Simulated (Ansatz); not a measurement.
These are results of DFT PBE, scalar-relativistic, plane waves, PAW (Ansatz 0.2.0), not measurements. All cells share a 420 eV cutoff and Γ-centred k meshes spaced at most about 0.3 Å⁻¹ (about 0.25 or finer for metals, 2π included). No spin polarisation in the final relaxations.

These are static total energies at zero pressure. All come from trial cells, and lower structures may exist.

Task: Which of these relaxed structures of Zr2ZnN2 is the lowest in energy?
A.

```
CELL_PARAMETERS angstrom
2.19696 -2.57589 0.00000
2.19696 2.57589 0.00000
0.00000 0.00000 6.73364
ATOMIC_POSITIONS crystal
Zr 0.00000 0.00000 0.29234
Zr 0.00000 0.00000 0.70766
Zn 0.50000 0.50000 0.00000
N 0.50000 0.00000 0.50000
N 0.00000 0.50000 0.50000
```

B.

```
CELL_PARAMETERS angstrom
3.40546 0.00000 0.00000
0.00000 3.40546 0.00000
0.00000 0.00000 6.54786
ATOMIC_POSITIONS crystal
Zr 0.50000 0.50000 0.28795
Zr 0.50000 0.50000 0.71205
Zn 0.00000 0.00000 0.00000
N 0.00000 0.50000 0.50000
N 0.50000 0.00000 0.50000
```

Result: A. It has space group Cmmm (No. 65); the next, B, with space group P4/mmm (No. 123), lies 18 meV/atom higher. Counting N atoms around Zn and Zr (those within 1.25 times the shortest such distance or 1.15 times the sum of covalent radii; the shortest distance is added where it is long for a bond), the lowest has Zr 4, Zn 8 from 3.8 Å and the next has Zr 4, Zn 8 from 3.7 Å.

Cells relaxed within their symmetry can be saddle points. The Cmmm cell of Zr2ZnN2 came from shaking the P4/mmm one. Some structure types and database cells were kept out of the candidates from the start, so a known form may be missing.
